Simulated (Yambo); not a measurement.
# Bethe-Salpeter results for NaH

```xyz
2
Lattice="0.0000 2.3864 2.3864 2.3864 0.0000 2.3864 2.3864 2.3864 0.0000" Properties=species:S:1:pos:R:3 pbc="T T T"
H      2.3864     2.3864     2.3864
Na     0.0000     0.0000     0.0000
```

The geometry is that of Materials Project entry mp-23870, symmetrised and not relaxed again.

BSE in Yambo on PBEsol (pw.x of Quantum ESPRESSO, ONCV potentials, no spin-orbit coupling) bands: 10×10×10 mesh, 1 valence and 4 conduction bands, static screening with 15 bands and a 4 Ry block, scissor 2.47 eV, Tamm-Dancoff; field along x.

| state | energy (eV) | states within 2 meV | relative strength | class | main transitions |
|---|---|---|---|---|---|
| 1 | 5.95 | 3 | 1.00 | strong | VB → CB (96 %) |
| 2 | 6.36 | 1 | < 0.01 | dark | VB → CB (100 %) |
| 3 | 6.47 | 3 | < 0.01 | weak | VB → CB (100 %) |
| 4 | 6.61 | 3 | < 0.01 | dark | VB → CB (97 %) |
| 5 | 6.65 | 2 | < 0.01 | dark | VB → CB (99 %) |
| 6 | 6.67 | 3 | 0.01 | weak | VB → CB (100 %) |
| 7 | 6.68 | 3 | < 0.01 | dark | VB → CB (100 %) |
| 8 | 6.69 | 1 | < 0.01 | dark | VB → CB (100 %) |
| 9 | 6.80 | 3 | 0.01 | weak | VB → CB (100 %) |

These are vertical excitations (zero momentum); the indirect quasiparticle gap, about 6.18 eV, is smaller than the direct one (7.02 eV on the GW mesh). The direct quasiparticle gap on this mesh is 7.02 eV; counted from there, state 1 is bound by 1.07 eV. On a 6×6×6 mesh the same difference is 1.07 eV.

Spin singlets only. Strengths are relative to the strongest of the lowest states of this run; strong means a line over 3 % of the spectrum's maximum, dark under 0.03 %. Absolute energies carry the error of the G0W0 scissor, whose convergence isn't established.
